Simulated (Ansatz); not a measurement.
YN:
Space group Fm-3m (No. 225); a = 4.8958 Å, b = 4.8958 Å, c = 4.8958 Å, α = 90.00°, β = 90.00°, γ = 90.00°

| atom | site | symmetry | x | y | z |
|---|---|---|---|---|---|
| N | 4a | m-3m | 0.0000 | 0.0000 | 0.0000 |
| Y | 4b | m-3m | 0.5000 | 0.5000 | 0.5000 |
(The calculation used a cell of 2 atoms; values per cell refer to that cell.)

Relaxed with r²SCAN. Plane-wave PAW r²SCAN (Ansatz code) gives a gap of 0.58 eV.

Problem. What gap does HSE06 give on the same cell (Ansatz, PAW)?

Solution. 1.10 eV, 0.51 eV more. The hybrid was solved on a coarser mesh and at special points; its gap is the smallest among all of these.

```json
[
 {"k": "Γ", "v1 r²SCAN": "0.00", "c1 r²SCAN": "3.55", "v1 HSE06": "…", "c1 HSE06": "…"},
 {"k": "X", "v1 r²SCAN": "-0.40", "c1 r²SCAN": "0.58", "v1 HSE06": "-0.47", "c1 HSE06": "1.10"},
 {"k": "L", "v1 r²SCAN": "-2.28", "c1 r²SCAN": "6.21", "v1 HSE06": "…", "c1 HSE06": "…"},
 {"k": "W", "v1 r²SCAN": "-1.53", "c1 r²SCAN": "4.44", "v1 HSE06": "…", "c1 HSE06": "…"},
 {"k": "K", "v1 r²SCAN": "-1.34", "c1 r²SCAN": "2.86", "v1 HSE06": "…", "c1 HSE06": "…"}
]
```

Problem. Top valence (v1) and lowest conduction level (c1) in eV from each method's valence maximum (which need not be a listed point): supply the withheld HSE06 values.

Solution. 
- L, v1 HSE06: -2.45
- L, c1 HSE06: 7.13
- W, v1 HSE06: -1.73
- W, c1 HSE06: 5.20
- K, v1 HSE06: -1.45
- K, c1 HSE06: 3.50
- Γ, v1 HSE06: 0.00
- Γ, c1 HSE06: 4.31

Cost on shared cores: the r²SCAN run (SCF on a 10×10×10 mesh, then bands and DOS) roughly 8 core-seconds, the HSE06 run (SCF on 7×7×7, then a few points) very roughly 40 core-seconds; the tasks are unlike.

The r²SCAN relaxation kept the symmetry of its start. No spin polarisation was allowed. Spin–orbit coupling is left out wherever it is not named.

Potentials: the later of the program's two PAW sets.
